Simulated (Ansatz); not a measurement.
Input and command of a plane-wave DFT calculation in Ansatz:

```yaml
crystal:
  lattice:
    - [3.407643258, 0.0, 0.0]
    - [-1.703821629, 2.9511056284, 0.0]
    - [0.0, 0.0, 3.6793490327]
  atoms:
    - { symbol: Cr, position: [0.3333333333, 0.6666666667, 0.5] }
    - { symbol: Cr, position: [0.6666666667, 0.3333333333, 0.5] }
    - { symbol: W, position: [0.0, 0.0, 0.0] }
basis:
  ecutwfc: 420
kpoints:
  mp_grid: { grid: [6, 6, 6] }
hamiltonian:
  xc: pbe
scf:
  occupations: { method: gaussian, width: 0.1 }
  lower_state_search: "off"
output:
  forces: true
  stress: true
  eigenvalues: true
relax:
  adjacent_minimum: "off"
  f_tol: 0.04
  max_steps: 70
  cell: { stress_tol: 0.4 }
```

```bash
ansatz run input.yaml --threads 1 --pin off --max-ram 2560MiB --backend cpu --events-out ev --progress --plain --runs-dir out
```

Processor: Intel(R) Xeon(R) 6975P-C (Granite Rapids), 1 thread, on a host shared with other jobs.

**Question.** Estimate time, memory and problem size.

**Answer.** About 23 s on 1 thread of Intel(R) Xeon(R) 6975P-C (Granite Rapids) (shared host), peak memory 0.37 GiB. It solves 26 bands at 28 k points (the mesh reduced by the symmetry that the task leaves, which can be less than the crystal's) with about 783 plane waves (on the last cell), in 140 SCF iterations over 22 ionic steps.
